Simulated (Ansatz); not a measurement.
An element in the sc structure gives these cold pressures by all-electron LAPW under PBEsol (Ansatz 0.2.0, scalar-relativistic, no spin polarisation).

| V (Å³/atom) | P (GPa) |
| --- | --- |
| 6.62 | -0.04 |
| 5.83 | 38.7 |
| 5.17 | 92.9 |
| 4.50 | 182.7 |
| 3.84 | 338.4 |
| 3.31 | 552.7 |
| 2.85 | 864.5 |

(1) Which element is it?

Answers

(1) B. Its zero-pressure volume in this structure is near 6.6 Å³/atom; the volume and the steepness of P(V) together point to it, though neighbours can come close. Neighbours weren't tried against these numbers.
